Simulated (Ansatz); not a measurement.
**Au (P6_3/mmc), rigid cleavage**

These are results of DFT r2SCAN, scalar-relativistic, plane waves, PAW in Ansatz, not measurements. The runs took a 500 eV cutoff, a Γ-centred 23×23×6 mesh and Gaussian smearing (0.15 eV). Spin–orbit coupling is left out, which can shift energies with elements as heavy as these. No spin polarisation. Energies are free energies at this smearing, counted from the undisturbed cell; pressure is positive in compression.

The starting cell (relaxed at this level; with this scan's settings it stands at -0.3 GPa; this form isn't the usual structure):

```xyz
4
Lattice="-2.8903 0.0000 0.0000 -1.4451 -2.5031 0.0000 0.0000 0.0000 9.7294" Properties=species:S:1:pos:R:3 pbc="T T T"
Au   -1.4451   -0.8344    1.2162
Au   -1.4451   -0.8344    6.0809
Au   -2.8903   -1.6687    8.5133
Au   -2.8903   -1.6687    3.6485
```

The cut lies on the cell's a–b face, a (0 0 1) plane (indices in the standard cell, whose axes needn't be the Cartesian ones shown) of area 7.23 Å², between layers 2.43 Å apart. Vector c is lengthened by d along the normal with the atoms' Cartesian places fixed: one unrelaxed cut a cell. The cell is metallic on the mesh throughout.

```csv
d (Å),energy (J/m²),traction dE/dd (GPa)
0.00,0.00,0.2
0.50,0.46,12.3
1.00,1.00,8.6
2.00,1.50,2.4
3.00,?,?
```

Q: Give the withheld values.

A: energy (J/m²) at d (Å) = 3.00: 1.63; traction dE/dd (GPa) at d (Å) = 3.00: 0.6.

Cost: 5 runs of about 7.5 core-minutes in all, on AMD EPYC 7R43 (Zen 3) (shared hosts).